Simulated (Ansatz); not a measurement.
IrW:
```cif
data_IrW
_chemical_formula_sum 'Ir1 W1'
_space_group_name_H-M_alt 'P 1'
_space_group_IT_number 1
_cell_length_a 2.74779
_cell_length_b 2.74779
_cell_length_c 3.89790
_cell_angle_alpha 90.000
_cell_angle_beta 90.000
_cell_angle_gamma 90.000
loop_
_space_group_symop_operation_xyz
  'x, y, z'
loop_
_atom_site_label
_atom_site_type_symbol
_atom_site_fract_x
_atom_site_fract_y
_atom_site_fract_z
_atom_site_occupancy
Ir1 Ir 0.00000 0.00000 0.00000 1
W1 W 0.50000 0.50000 0.50000 1
```

Relaxed with PBEsol.

Task: Decompose the optical modes at the zone centre into irreducible representations, and say which are infrared and Raman allowed.

Result: Point group 4/mmm: Γ_opt = A2u + Eu. Infrared: A2u, Eu. Raman: none.

Task: Assign frequencies (DFPT, DFT-PBEsol in the program Ansatz with PAW potentials).

Result: Eu 125, A2u 157 cm⁻¹.

Space group P4/mmm (L1₀ or tetragonal B2). The start of the workflow was typed in or built on a structure type; neither database checked (COD, Materials Project) lists it. COD files the formula under space group No. 51. Its standing as an ambient phase is unchecked. Symmetry was held in the PBEsol relaxation; its stability against distortions is not shown here. The run is not spin-polarised. As this level gives no gap, phonon frequencies hold no LO–TO term and depend on the k-mesh and smearing (Fermi–Dirac, 0.1 eV here). Scalar-relativistic: spin–orbit coupling is off unless named, which matters more the heavier the elements.

Potentials: the earlier of the program's two PAW sets. The files were generated under PBE; for other functionals the program regenerates the frozen cores, and for LDA and PBEsol the local potential too.
